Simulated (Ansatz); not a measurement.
IrO2:
```
CELL_PARAMETERS angstrom
      4.47092     0.00000     0.00000
      0.00000     4.47092     0.00000
      0.00000     0.00000     3.15445
ATOMIC_POSITIONS crystal
  Ir 0.00000 0.00000 0.00000
  Ir 0.50000 0.50000 0.50000
  O  0.30892 0.30892 0.00000
  O  0.80892 0.19108 0.50000
  O  0.19108 0.80892 0.50000
  O  0.69108 0.69108 0.00000
```

Relaxed with PBEsol. Special points in fractions of this cell's reciprocal vectors: Γ (0.000, 0.000, 0.000); X (0.000, 0.500, 0.000); M (0.500, 0.500, 0.000); Z (0.000, 0.000, 0.500); R (0.000, 0.500, 0.500); A (0.500, 0.500, 0.500).

List the band energies nearest the Fermi level at these points for plane-wave PAW PBEsol with spin–orbit coupling (Ansatz code).

In eV from the Fermi level; about four levels below and three above (degenerate sets whole), none deeper than 8.9 eV; points with the same levels are listed once.

```tsv
k	below	above
Γ	-2.36 -2.36 -1.96 -1.96	0.90 0.90 1.29 1.29
X	-0.28 -0.28 -0.28 -0.28	3.53 3.53 3.53 3.53
M	-2.28 -2.28 -2.28 -2.28	0.18 0.18 0.18 0.18
Z	-0.83 -0.83 -0.83 -0.83	0.27 0.27 0.27 0.27
R	-2.10 -2.10 -1.77 -1.77	0.33 0.33 0.68 0.68
A	-0.48 -0.48 -0.48 -0.48	2.31 2.31 2.31 2.31
```

Space group P4_2/mnm (rutile). Symmetry was held in the PBEsol relaxation. No spin polarisation was allowed. The volume moved by -16 % from the start of the relaxation.

Potentials: the later of the program's two PAW sets.
